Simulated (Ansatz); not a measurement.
LiH (rock salt) is sheared across one {100} plane: the third cell vector gains the shift, so faults repeat every 6.0 Å. The cut lies between planes 2.00 Å apart; the cell height is held.

```xyz
6
Lattice="2.8335 0.0000 0.0000 0.0000 2.8335 0.0000 1.4167 1.4167 6.0107" Properties=species:S:1:pos:R:3 pbc="T T T"
H      1.1806     1.1806     5.0089
H      1.1806     1.1806     1.0018
H      2.5973     2.5973     3.0053
Li     2.5973     2.5973     5.0089
Li     2.5973     2.5973     1.0018
Li     1.1806     1.1806     3.0053
```

In-plane vectors a = (2.833, 0.000) Å, b = (0.000, 2.833) Å, area 8.03 Å². The shift is s times the vector a (length 2.833 Å), so s = 1 restores the start. Atoms relax along the normal only. γ = [E(shift) − E(0)] / area.

These are PBE (plane waves to 420 eV, PAW, scalar-relativistic; Ansatz, a first-principles code) values and carry that method's errors. k mesh 10×10×10 (Γ-centred), Fermi-Dirac smearing 0.05 eV. Energies are extrapolated to zero smearing. Compression counts positive. Faults lie only 6.0 Å apart, and holding the cell height raises γ above its relaxed value. LiH was relaxed with its symmetry unable to fall. The zero of γ is zero shift.

```
shift (Å)  γ (mJ/m²)  σ normal to the fault (GPa)
---------  ---------  ---------------------------
0.000              0                          0.0
0.236            [?]                          0.2
0.472            232                          1.0
0.708            460                          2.6
0.944            675                          4.8
1.181            [?]                          [?]
1.417            876                          7.3
1.653            [?]                          [?]
1.889            675                          4.8
2.125            460                          2.6
2.361            232                          1.0
2.597            [?]                          0.2
```

### Question
Fill in the missing entries.

### Answer

- 0.236, γ (mJ/m²): 62
- 1.181, γ (mJ/m²): 823
- 1.181, σ normal to the fault (GPa): 6.6
- 1.653, γ (mJ/m²): 823
- 1.653, σ normal to the fault (GPa): 6.6
- 2.597, γ (mJ/m²): 62

(The slope of γ gives the shear force per area between the displaced halves; near zero shift its curvature is an elastic stiffness.)
